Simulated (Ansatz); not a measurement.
PtI$_{3}$, in the lowest of the structures calculated here: C2/c (No. 15), mS32; a = 6.9719 Å, b = 12.2437 Å, c = 13.4637 Å, α = γ = 90.00°, β = 101.48°; Pt 4e (0.000, 0.097, 0.250); Pt 4d (0.250, 0.250, 0.500); I 8f (0.129, 0.061, 0.641); I 8f (0.097, 0.254, 0.121); I 8f (0.346, 0.102, 0.377). Method: r2SCAN (plane waves to 500 eV, PAW, scalar-relativistic; Ansatz, an electronic-structure program). Element references, the lowest calculated here: Pt (Fm-3m), I (Cmce).

Total energies (eV/atom, σ → 0; comparable only within this code, potentials and settings):

| phase | E (eV/atom) |
|---|---|
| PtI3 (C2/c) | -8780.416 |
| Pt (Fm-3m) | -12536.789 |
| I (Cmce) | -7528.023 |

Problem. What is the formation energy of this C2/c form of PtI3 from the elements?

Solution. E_f = -8780.416 − [1 × (-12536.789) + 3 × (-7528.023)] / 4 = -0.20 eV/atom (-0.8 eV per formula unit).

Static energies, no anion corrections, no zero-point energy. Values are rounded to 0.01 eV/atom. Spin-orbit coupling is missing from these energies, which matters for elements this heavy. The compounds carry no spin polarisation.
